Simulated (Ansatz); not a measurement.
Values for one crystal, relaxed and computed with DFT-LDA in the program Ansatz with PAW potentials; other levels are named.

| Quantity | Value |
|---|---|
| Volume per atom | 15.25 Å³ |
| Electronic character | metallic (no gap) |
| Mechanical stability | stable (all eigenvalues of C positive) |
| Formation energy from the elements (no fitted shifts) | -0.019 eV/atom |
| Density of states at the Fermi level | 0.24 states/eV per atom (mean over ±0.08 eV) |
| Poisson's ratio | 0.41 |
| Debye temperature from the elastic constants | 196 K |

Which of these materials gives this?
A) ZnCu, CsCl type
B) SnAu5, R32 (Sn on 3a, Au on 6c, Au on 9e)
C) Al2Au, fluorite or antifluorite type
D) CuAu3, Cu3Au type

D, CuAu3, Cu3Au type

Space group Pm-3m (Cu3Au type). The first step of the workflow began from a Materials Project structure, measured or hypothetical; the Crystallography Open Database files this formula in space group No. 221, but the cells were not matched. Whether it is the stable phase at ambient conditions was not checked. The LDA relaxation kept the symmetry of its start; of distortions, only those at the zone centre were tested. The run is not spin-polarised. As this level gives no gap, shear constants depend on the k-mesh and smearing (Fermi–Dirac, 0.1 eV here). The references are the lowest solids computed at this level, not always the standard phases. Spin–orbit coupling is left out wherever it is not named.

Potentials: the later of the program's two PAW sets.
